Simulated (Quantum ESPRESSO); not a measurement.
## How field gradients follow strain in Zr (P6₃/mmc)

```yaml
crystal:
  lattice:
    - [3.23923, 0.00000, 0.00000]
    - [-1.61961, 2.80526, 0.00000]
    - [0.00000, 0.00000, 5.17222]
  atoms:
    - { symbol: Zr, position: [0.33333, 0.66667, 0.25000] }
    - { symbol: Zr, position: [0.66667, 0.33333, 0.75000] }
```
The geometry is a computed Materials Project entry, not a measured one. It is Zr in P6₃/mmc. Stability against distortions was not tested. The run has no spin polarisation.

Isotropic strain: all lattice vectors are scaled together, so the volume changes by about three times as much; fractional positions kept.

Method: field gradients by the PAW reconstruction of the field gradient on a scalar-relativistic PBE ground state (a modified build of Quantum ESPRESSO, JTH datasets), 20 Ha, k-mesh 14×14×8 through Γ. Values are those of the named site's first atom. Cores are frozen. Zr had no test against all-electron runs. The run is metallic or nearly gapless at this level (smeared occupations), so gradients converge slowly with the k-mesh. The structure is static (0 K, no zero-point motion).

Unchanged cell: Vzz Zr (a.u.) = 0.405.

Q: How do these values move along the path (lattice scale factor: 0.98, 0.99, 1.01, 1.02)?

A: 
```json
[
 {"lattice scale factor": "0.98", "Vzz Zr (a.u.)": "0.452"},
 {"lattice scale factor": "0.99", "Vzz Zr (a.u.)": "0.429"},
 {"lattice scale factor": "1", "Vzz Zr (a.u.)": "0.405"},
 {"lattice scale factor": "1.01", "Vzz Zr (a.u.)": "0.380"},
 {"lattice scale factor": "1.02", "Vzz Zr (a.u.)": "0.355"}
]
```
